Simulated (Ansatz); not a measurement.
VGe₂ (MoSi2 or CaC2 type, space group No. 139) under volume change, plane-wave PAW PBE (Ansatz code), shape and atoms relaxed at each volume.

```tsv
V (Å³/atom)	E − E(relaxed) (meV/atom)	P (GPa)
13.528	(withheld)	(withheld)
13.974	24.5	9.33
14.420	5.8	4.27
14.866	0.0	0.00
15.312	5.2	-3.60
15.758	19.5	-6.62
16.204	(withheld)	(withheld)
```

Q: Fill in the missing entries.

A: 
- 13.528, E − E(relaxed) (meV/atom): 58.6
- 13.528, P (GPa): 15.34
- 16.204, E − E(relaxed) (meV/atom): 41.6
- 16.204, P (GPa): -9.16

Q: What does a third-order Birch–Murnaghan fit give for V₀, B₀ and B′?

A: V₀ = 14.87 Å³/atom, B₀ = 130 GPa, B′ = 4.7.

Space group I4/mmm (MoSi2 or CaC2 type). A made-up cell: these elements were put on the sites of a structure type; neither database checked (COD, Materials Project) lists it. Whether it is the stable phase at ambient conditions was not checked. The PBE relaxation kept the symmetry of its start; its stability against distortions is not shown here. The workflow began spin-polarised and lost its moments.

Potentials: the later of the program's two PAW sets.
